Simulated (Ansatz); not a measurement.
C:
```cif
data_C3
_chemical_formula_sum 'C3'
_space_group_name_H-M_alt 'P6222'
_space_group_IT_number 180
_space_group_name_Hall 'P 62 2 (0 0 4)'
_cell_length_a 2.59235
_cell_length_b 2.59235
_cell_length_c 2.78298
_cell_angle_alpha 90.000
_cell_angle_beta 90.000
_cell_angle_gamma 120.000
loop_
_atom_site_label
_atom_site_type_symbol
_atom_site_symmetry_multiplicity
_atom_site_Wyckoff_symbol
_atom_site_fract_x
_atom_site_fract_y
_atom_site_fract_z
_atom_site_occupancy
C1 C 3 c 0.50000 0.00000 0.00000 1
```

Relaxed with PBEsol. The program Ansatz at the PBEsol level (PAW) gives a gap of 1.77 eV.

**Question.** What gap does HSE06 give on the same cell (Ansatz, PAW)?

**Answer.** 2.89 eV, 1.12 eV more. The hybrid was solved on a coarser mesh and at special points; the gap given is the minimum over both.

| k | v1 PBEsol | c1 PBEsol | v1 HSE06 | c1 HSE06 |
|---|---|---|---|---|
| Γ | -1.96 | 6.87 | [?] | [?] |
| A | 0.00 | 4.88 | [?] | [?] |
| K | -3.52 | 4.87 | [?] | [?] |
| M | -4.32 | 1.77 | -4.72 | 2.89 |
| L | -3.47 | 2.58 | [?] | [?] |

**Question.** Top valence (v1) and lowest conduction level (c1) in eV from each method's valence maximum (which need not be a listed point): supply the withheld HSE06 values.

**Answer.** 
- L, v1 HSE06: -3.86
- L, c1 HSE06: 3.71
- K, v1 HSE06: -3.87
- K, c1 HSE06: 6.11
- A, v1 HSE06: 0.00
- A, c1 HSE06: 6.22
- Γ, v1 HSE06: -2.20
- Γ, c1 HSE06: 8.17

Cost on shared cores: the PBEsol run (SCF on a 12×12×10 mesh, then bands and DOS) around 10 core-seconds (rough), the HSE06 run (SCF on 9×9×7, then a few points) very roughly 90 core-seconds; the tasks are unlike.

Space group P6_222. The start of the workflow was typed in or built on a structure type; neither database checked (COD, Materials Project) lists it. It is not the phase usual at ambient conditions (space group No. 194, 227). Symmetry was held in the PBEsol relaxation; its stability against distortions is not shown here.

Potentials: the earlier of the program's two PAW sets. The files were generated under PBE; for other functionals the program regenerates the frozen cores, and for LDA and PBEsol the local potential too.
